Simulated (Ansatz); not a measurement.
Theory: Ansatz, DFT PBE, scalar-relativistic, plane waves, PAW, and for the lanthanide a 4f-in-core norm-conserving potential. Settings: cutoff 690 eV, Γ-centred meshes spaced at most about 0.3 Å⁻¹, and about 0.25 Å⁻¹ or finer for metals (2π included), Gaussian smearing. No spin polarisation in the final relaxations.

Each of these unrelaxed guesses is relaxed in cell and atoms within its symmetry. A guess keeps its type if space group and coordination stay and the shape of the cell changes little (axis ratios within about 15 %, angles within 6°); the volume may change.

1. TbBeC

```cif
data_structure
_symmetry_space_group_name_H-M 'P4/mmm'
_symmetry_Int_Tables_number 123
_cell_length_a 3.4836
_cell_length_b 3.4836
_cell_length_c 3.5553
_cell_angle_alpha 90.000
_cell_angle_beta 90.000
_cell_angle_gamma 90.000
_cell_volume 43.15
loop_
_atom_site_label
_atom_site_type_symbol
_atom_site_symmetry_multiplicity
_atom_site_Wyckoff_symbol
_atom_site_fract_x
_atom_site_fract_y
_atom_site_fract_z
_atom_site_occupancy
Tb1 Tb 1 a 0.00000 0.00000 0.00000 1
Be1 Be 1 d 0.50000 0.50000 0.50000 1
C1 C 1 c 0.50000 0.50000 0.00000 1
```

2. Li2Sm

```cif
data_structure
_symmetry_space_group_name_H-M 'R-3m:H'
_symmetry_Int_Tables_number 166
_cell_length_a 3.8621
_cell_length_b 3.8621
_cell_length_c 11.4786
_cell_angle_alpha 90.000
_cell_angle_beta 90.000
_cell_angle_gamma 120.000
_cell_volume 148.27
loop_
_atom_site_label
_atom_site_type_symbol
_atom_site_symmetry_multiplicity
_atom_site_Wyckoff_symbol
_atom_site_fract_x
_atom_site_fract_y
_atom_site_fract_z
_atom_site_occupancy
Li1 Li 6 c 0.00000 0.00000 0.72400 1
Sm1 Sm 3 b 0.66667 0.33333 0.83333 1
```

**Question.** Which keep their type?

**Answer.** Guess 1 keeps its type.

| guess | kept | start group | end group | V start (Å³/atom) | V end | b/a and c/a, end over start | nearest neighbours start | nearest neighbours end |
| --- | --- | --- | --- | --- | --- | --- | --- | --- |
| 1 | yes | P4/mmm | P4/mmm | 14.4 | 14.6 | 1.00, 0.92 | Be 2, C 2, Tb 4 | Be 2, C 2, Tb 4 |
| 2 | no | R-3m | R-3m | 16.5 | 26.3 | 1.00, 2.40 | Li 7, Sm 8 | Li 12, Sm 12 |

Neighbours count within 15 % of an atom's shortest distance; end groups are read at 0.02 Å (0.05 Å in metals).

In TbBeC P4/mmm an odd number of valence electrons (the lanthanide is held trivalent, its 4f shell in the core) allows no gap without spin; another valence of the lanthanide, a larger cell or a magnetic state could open one. Cells relaxed within their symmetry can be saddle points.

The lanthanide is trivalent by construction, without f bands, f moments or other valences.
